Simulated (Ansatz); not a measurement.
ZrO₂ (tetragonal-ZrO2 type, space group P4_2/nmc)

Space group P4₂/nmc, origin choice 1 (No. 137); a = 3.584 Å, b = 3.584 Å, c = 5.179 Å, α = 90.00°, β = 90.00°, γ = 90.00°

| atom | site | symmetry | x | y | z |
|---|---|---|---|---|---|
| Zr | 2a | -4m2 | 0.0000 | 0.0000 | 0.0000 |
| O | 4d | 2mm. | 0.0000 | 0.5000 | 0.2012 |

Grid over V/V₀ and (c/a)/(c/a)₀, subscript 0 meaning the relaxed cell; the conventional c axis lies along z; no internal relaxation.

Calculation: PBEsol (plane waves to 420 eV, PAW, scalar-relativistic; Ansatz, an electronic-structure program). k mesh 9×9×7 (Γ-centred), Fermi-Dirac smearing 0.05 eV. Compression counts positive. As the atoms are clamped, bonds stretch with the cell, which overstates energies and stresses. The PAW data are Ansatz's earlier set. This is a high-temperature form of ZrO2. ZrO2 is run without spin polarisation. ZrO2 was relaxed with its symmetry unable to fall.

Changes of σzz − σxx (GPa) from the point V/V₀ = 1.000, (c/a)/(c/a)₀ = 1.000 when one coordinate moves alone (two changes are said to add if the coupling is within 5 % of the smaller one, nearly so within 20 %):

| point | change |
|---|---|
| V/V₀ = 1.000, (c/a)/(c/a)₀ = 0.960 | 14.32 |
| V/V₀ = 1.000, (c/a)/(c/a)₀ = 0.973 | 9.42 |
| V/V₀ = 1.000, (c/a)/(c/a)₀ = 0.987 | 4.64 |
| V/V₀ = 0.920, (c/a)/(c/a)₀ = 1.000 | -2.70 |
| V/V₀ = 0.947, (c/a)/(c/a)₀ = 1.000 | -1.68 |
| V/V₀ = 0.973, (c/a)/(c/a)₀ = 1.000 | -0.79 |
| V/V₀ = 1.027, (c/a)/(c/a)₀ = 1.000 | 0.70 |
| V/V₀ = 1.053, (c/a)/(c/a)₀ = 1.000 | 1.31 |
| V/V₀ = 1.080, (c/a)/(c/a)₀ = 1.000 | 1.86 |
| V/V₀ = 1.000, (c/a)/(c/a)₀ = 1.013 | -4.52 |
| V/V₀ = 1.000, (c/a)/(c/a)₀ = 1.027 | -8.93 |
| V/V₀ = 1.000, (c/a)/(c/a)₀ = 1.040 | -13.23 |

Problem. What is the change at V/V₀ = 1.080, (c/a)/(c/a)₀ = 1.027, where both move, and how far is it from the sum?

Solution. The sum of the single changes is 1.86 + (-8.93) = -7.07; the calculation gives -6.23, so the coupling contributes 0.84 (over 20 % of the smaller single change, not additive).

Problem. Do the two effects add at V/V₀ = 1.080, (c/a)/(c/a)₀ = 0.987? Give the computed change.

Solution. The sum of the single changes is 1.86 + (4.64) = 6.50; the calculation gives 6.05, so the coupling contributes -0.45 (over 20 % of the smaller single change, not additive).

Problem. Do the two effects add at V/V₀ = 0.920, (c/a)/(c/a)₀ = 1.040? Give the computed change.

Solution. The sum of the single changes is -2.70 + (-13.23) = -15.93; the calculation gives -17.33, so the coupling contributes -1.40 (over 20 % of the smaller single change, not additive).

(A scan under strain: stresses follow from slopes of the energy per volume, elastic moduli from its curvatures.)
